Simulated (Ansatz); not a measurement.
GaN:
```xyz
2
Lattice="0.0000 2.2276 2.2276 2.2276 0.0000 2.2276 2.2276 2.2276 0.0000" Properties=species:S:1:pos:R:3 pbc="T T T"
Ga     0.0000     0.0000     0.0000
N      1.1138     1.1138     1.1138
```

Relaxed with LDA.

Task: Give the optical modes at the zone centre with their infrared and Raman activity from DFPT, LDA in the plane-wave PAW code Ansatz.

Result: Transverse frequencies, without the LO–TO term; a row sums one degenerate level.

```
ω (cm⁻¹)  degeneracy  IR ((D/Å)²/amu)  Raman (Å⁴/amu)  activity  symmetry
--------  ----------  ---------------  --------------  --------  --------
553                3            41.11              27  IR+Raman        T2
```

Task: How high does the top mode go among those that the LO–TO term moves?

Result: 731 cm⁻¹ for q along x.

Space group F-43m (zinc blende). The LDA relaxation kept the symmetry of its start; phonons on a q-mesh show no instability.

Potentials: the earlier of the program's two PAW sets.
